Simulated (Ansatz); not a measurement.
# TaNiN2 in Ansatz, settings compared

The input file (Ansatz 0.2.0, plane waves):

```yaml
crystal:
  lattice:
    - [3.0811117, 0.0, 0.0]
    - [-1.54055635, 2.66832512, 0.0]
    - [0.0, -1.77888075, 5.71093369]
  atoms:
    - { symbol: Ta, position: [0.5, 0.0, 0.5] }
    - { symbol: Ni, position: [0.0, 0.0, 0.0] }
    - { symbol: "N", position: [0.119, 0.238, 0.357] }
    - { symbol: "N", position: [0.881, 0.762, 0.643] }
  symmetry: { tolerance: 0.0003 }
kpoints:
  mp_grid: { grid: [7, 7, 7], shift: [0, 0, 0] }
magnetization:
  spin_polarized: false
scf:
  occupations: { method: cold, width: 0.0145 }
hamiltonian:
  pseudopotentials: { kind: paw }
  xc: pbe
basis:
  ecutwfc: 420
output:
  forces: true
  stress: true
  eigenvalues: true
relax:
  max_steps: 40
  cell: {}
```

Launch command:

```bash
ansatz run input.yaml --threads 1 --pin off --max-ram 2560MiB --backend cpu --events-out ev --progress --plain --runs-dir out
```

Origin of the cell: a known structure type with other elements, at an estimated volume, so it need not be a known compound.

Output of this run (shortened):

```
SCF iter   1: F=—  HF=-16539.606470 eV  Δρ=1.27e-2  dr2=2.22e-2
SCF iter   2: F=—  HF=-16539.602784 eV  S|Δr|=    0.00e0  Δρ=4.23e-3  dr2=2.23e-3  defer=13
SCF iter   3: F=—  HF=-16539.602823 eV  S|Δr|=    0.00e0  Δρ=2.25e-3  dr2=1.26e-3  defer=14
SCF iter   4: F=—  HF=-16539.602637 eV  S|Δr|=    0.00e0  Δρ=3.96e-4  dr2=3.35e-5  defer=14
SCF iter   5: F=—  HF=-16539.602637 eV  S|Δr|=    0.00e0  Δρ=8.37e-5  dr2=1.94e-6  defer=14
SCF iter   6: F=-16539.602637 eV  HF=-16539.602637 eV  S|Δr|=    0.00e0  Δρ=1.52e-5  dr2=5.36e-8
relax step   1: F+E_penalty+E_count = -16539.602637 eV  Δ(F+E_penalty+E_count) = +0.000e0 eV  max|allowed force component| = 7.659e0 eV/Å  Δτ_max = 0.0000 Å  P = +35.858 GPa  Ω = 46.952 Å³  ( […]
relax step   2: F+E_penalty+E_count = -16541.490678 eV  Δ(F+E_penalty+E_count) = -1.888e0 eV  max|allowed force component| = 1.398e0 eV/Å  Δτ_max = 0.1877 Å  P = -3.989 GPa  Ω = 50.677 Å³  en […]
relax step   3: F+E_penalty+E_count = -16541.626689 eV  Δ(F+E_penalty+E_count) = -1.360e-1 eV  max|allowed force component| = 1.674e-1 eV/Å  Δτ_max = 0.0669 Å  P = +1.618 GPa  Ω = 48.596 Å³ […]
relax step   4: F+E_penalty+E_count = -16541.630105 eV  Δ(F+E_penalty+E_count) = -3.415e-3 eV  max|allowed force component| = 3.825e-2 eV/Å  Δτ_max = 0.0205 Å  P = +0.265 GPa  Ω = 49.223 Å³ […]
relax step   5: F+E_penalty+E_count = -16541.634076 eV  Δ(F+E_penalty+E_count) = -3.972e-3 eV  max|allowed force component| = 2.616e-2 eV/Å  Δτ_max = 0.0058 Å  P = -0.137 GPa  Ω = 49.179 Å³ […]
relax step   6: F+E_penalty+E_count = -16541.634218 eV  Δ(F+E_penalty+E_count) = -1.419e-4 eV  max|allowed force component| = 1.498e-3 eV/Å  Δτ_max = 0.0010 Å  P = +0.001 GPa  Ω = 49.142 Å³ […]
relax step   7: F+E_penalty+E_count = -16541.641713 eV  Δ(F+E_penalty+E_count) = -7.495e-3 eV  max|allowed force component| = 1.630e-3 eV/Å  Δτ_max = 0.0000 Å  P = +0.241 GPa  Ω = 49.142 Å³  stress off target by 2.91e-1 GPa […]
relax step   8: F+E_penalty+E_count = -16541.641583 eV  Δ(F+E_penalty+E_count) = +1.299e-4 eV  max|allowed force component| = 6.294e-3 eV/Å  Δτ_max = 0.0000 Å  P = -0.052 GPa  Ω = 49.205 Å³ […]
relax step   9: F+E_penalty+E_count = -16541.641611 eV  Δ(F+E_penalty+E_count) = -2.741e-5 eV  max|allowed force component| = 1.963e-4 eV/Å  Δτ_max = 0.0002 Å  P = +0.001 GPa  Ω = 49.196 Å³ […]
relax step  10: F+E_penalty+E_count = -16541.641815 eV  Δ(F+E_penalty+E_count) = -2.043e-4 eV  max|allowed force component| = 2.374e-4 eV/Å  Δτ_max = 0.0000 Å  P = +0.003 GPa  Ω = 49.196 Å³  stress off target by 3.24e-3 GPa […]
SCF 10 converged in 6 iterations: F = -16541.641815 eV  dr2 = 1.07e-11
basis re-selected at this cell: Δ(F+E_penalty+E_count) = -2.043e-4 eV, ΔP = +0.002 GPa vs the last step (what re-selecting the basis moved, of the pressure what is left beyond the Pulay corre […]
SCF converged after 6 iterations
Stability not checked: this state was not tested for a lower state beside it, because cold or Methfessel-Paxton smearing, or corrected tetrahedra, fill the levels in a way that the test cannot read (fill_not_monotonic; […]
Free energy (F): -16541.641815 eV
Harris-Foulkes:  -16541.641815 eV  (|F-HF|=7.28e-12)
Internal energy: -16541.641547 eV  (E = F + TS)
E sigma→0 (E₀):  -16541.641726 eV
Entropy (-TS):   -0.000268 eV (-0.067 meV/atom)
Fermi energy:    13.035053 eV
--- Per-component energies (eV) ---
  E_band       = -516.477457
  E_kinetic    = 907.060383
  E_local      = -5437.438023  (includes V_loc(G=0)·N_el)
  E_nonlocal   = 746.219077
  E_hartree    = 2207.085927
  E_xc         = -421.213118
  E_vxc        = -463.082928  (∫ρ·V_xc dr)
  E_paw        = -10284.701500  (= ΣΔE_a)
  E_vpaw       = -683.408574  (= ΣTr[D̂ρ^β])
  E_aug_tail   = 0.000847  (compensation charges beyond the density's cutoff)
  E_ewald      = -4258.655139
  E_smearing   = -0.000268  (= −TS)
  Σ components = -16541.641815   (vs F -16541.641815, Δ=0.00e0)
--- Forces (eV/Å), atoms counted from 1 ---
  atom   1  Ta    -0.000000     0.000000     0.000000
  atom   2  Ni     0.000000    -0.000000     0.000000
  atom   3  N     -0.000000     0.000000     0.000237
  atom   4  N      0.000000    -0.000000    -0.000237
  max |Σ_I F_I| component: 1.85e-17 eV/Å
--- Stress (GPa, compression-positive) ---
        0.002525      -0.000000      -0.000000
       -0.000000       0.002525       0.000000
       -0.000000       0.000000       0.003244
  P = ⅓ Tr σ = 0.0028 GPa (0.028 kbar)
--- Relaxed structure (8 steps of the walk, 8 accepted, 2 SCFs on fresh bases) ---
  F+E_penalty+E_count = -16541.641815 eV   max|allowed force component| = 2.374e-4 eV/Å   (the final SCF, on the basis selected at the relaxed cell)
  cell:  # Å, volume = 49.1956 Å³
    - [3.122416, 2.925e-7, 9.112e-8]
    - [-1.561208, 2.704091, -6.760e-7]
    - [-1.141e-9, -1.802726, 5.826589]
  atoms:
    - { symbol: Ta, position: [0.5, 5.551e-17, 0.500000] }
    - { symbol: Ni, position: [0.0, 0.0, 0.0] }
    - { symbol: N, position: [0.104951, 0.209902, 0.314853] }
    - { symbol: N, position: [0.895049, 0.790098, 0.685147] }
```

The same input was run again with these changes:

1. `hamiltonian.hubbard` default → { sites: [{ species: Ni, l: d, u_eff: 5.0 }], double_counting: fll }; `scf.occupations.width` 0.0145 → default; `scf.occupations.method` cold → tetrahedron
2. `hamiltonian.xc` pbe → rpbe; `hamiltonian.pseudopotentials` { kind: paw } → { kind: nc, accuracy: standard }; `scf.n_extra_bands` default → 1
3. `kpoints.mp_grid.shift` [0, 0, 0] → [0.5, 0.5, 0.5]; `scf.lower_state_search` default → "off"
4. `output.stress` misspelt as Stress; `scf.max_iter` default → 100

```tsv
run	end	SCF iterations	volume (Å³/atom)	max force component (eV/Å)	moment (μB)	ΔE(σ→0) (meV/atom)
base	converged	55	12.30	0.000	–	0
1	converged	105	12.43	0.000	–	–
2	relaxation steps ran out	390	–	–	–	–
3	converged	73	12.30	0.001	–	-0.03
4	input refused	0	–	–	–	–
```

Energies are compared only where functional, datasets, charge and starting cell are the same.

Caveats of the base run: no spin polarisation, so a magnetic state may lie lower; no spin-orbit coupling, though heavy elements are present; the given cell is far from equilibrium, with atoms too close or a volume far off; the k mesh is coarse if the cell is a metal; the relaxation held the start's symmetry, so the end may be a saddle point.

Run 1: forces and stress under tetrahedra may miss the slope of the energy.
Run 3: the k mesh keeps only part of the crystal's symmetry.

Time of the base run: 36 s on 1 thread of Arm Neoverse V1, with other jobs on the host, peak memory 0.37 GiB, from the program's own first density.
